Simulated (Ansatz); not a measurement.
Pt: comparing deformations

These are results of DFT r2SCAN, scalar-relativistic, plane waves, PAW in Ansatz, not measurements. Cutoff 500 eV, Γ-centred 24×24×12 k-points, Gaussian smearing of 0.15 eV. Spin–orbit coupling is left out, which can shift energies with elements as heavy as these. No spin polarisation. Energies are free energies at this smearing, counted from the undisturbed cell; pressure is positive in compression.

The undisturbed cell (relaxed at this level; with this scan's settings it stands at 0.1 GPa; this form isn't the usual structure):

```
CELL_PARAMETERS angstrom
2.73297 0.00000 0.00000
-1.36648 2.36682 0.00000
0.00000 0.00000 4.76535
ATOMIC_POSITIONS crystal
Pt 0.66667 0.33333 0.75000
Pt 0.33333 0.66667 0.25000
```

The cell is strained by ε times a Voigt pattern (xx, yy, zz, yz, xz, xy; engineering shear) with fractional coordinates fixed. τ = (1/V0) dE/dε comes from the stress tensor. Of each scan, only the three points used here are listed.

```csv
pattern,ε,τ (GPa)
"(1, 1, 0, 0, 0, 0)",-0.0150,-22.67
"(1, 1, 0, 0, 0, 0)",0.0000,-0.66
"(1, 1, 0, 0, 0, 0)",0.0150,17.37
"(0, 0, 1, 0, 0, 0)",-0.0150,-5.28
"(0, 0, 1, 0, 0, 0)",0.0000,0.36
"(0, 0, 1, 0, 0, 0)",0.0150,5.27
"(1, -1, 0, 0, 0, 0)",-0.0200,-10.94
"(1, -1, 0, 0, 0, 0)",0.0000,0.00
"(1, -1, 0, 0, 0, 0)",0.0100,4.82
```

Q: Which constants do the scans give, and which deformation costs least for the same size of strain tensor?

A: The slope dτ/dε at zero (parabola through three points) is pᵀCp: (1, 1, 0, 0, 0, 0) gives C11 + C22 + 2 C12 = 1335 GPa; (0, 0, 1, 0, 0, 0) gives C33 = 352 GPa; (1, -1, 0, 0, 0, 0) gives C11 + C22 − 2 C12 = 504 GPa. The size of the strain tensor, ε:ε, is ε² times 2.0, 1.0, 2.0. Per unit of it the stiffnesses are 667, 352, 252 GPa, so (1, -1, 0, 0, 0, 0) is the softest of these: at ε:ε = (1 %)² the quadratic term costs 1.21 meV/atom against 3.21 for the stiffest. These are clamped-ion values.

Forces appear on the atoms along this scan, and letting them relax would lower the energy and soften the response. In a metal these slopes depend on the k mesh and the smearing.